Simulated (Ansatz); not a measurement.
HfO$_{2}$:
```xyz
3
Lattice="0.0000 2.5219 2.5219 2.5219 0.0000 2.5219 2.5219 2.5219 0.0000" Properties=species:S:1:pos:R:3 pbc="T T T"
Hf     0.0000     0.0000     0.0000
O      1.2610     1.2610     1.2610
O      3.7829     3.7829     3.7829
```

Cartesian axes are those of the cell as given.

**Question.** Give the high-frequency dielectric tensor and the Born effective charge tensors of the independent atoms from DFPT, the program Ansatz at the PBEsol level (PAW).

**Answer.** 
ε∞:
```
5.38  0.00  0.00
0.00  5.38  0.00
0.00  0.00  5.38
```
Z* of atom 1 (Hf), rows: field, columns: displacement, in e:
```
5.56  0.00  0.00
0.00  5.56  0.00
0.00  0.00  5.56
```
Z* of atom 2 (O), rows: field, columns: displacement, in e:
```
-2.78   0.00   0.00
 0.00  -2.78   0.00
 0.00   0.00  -2.78
```

Space group Fm-3m (fluorite). This is a known high-temperature phase of the composition, computed here at zero pressure and temperature. The cell was relaxed with PBEsol under the symmetry of its start; whether a distortion lowers the energy is not shown. No spin polarisation was allowed. Scalar-relativistic: spin–orbit coupling is off unless named, which matters more the heavier the elements.

Potentials: the later of the program's two PAW sets.
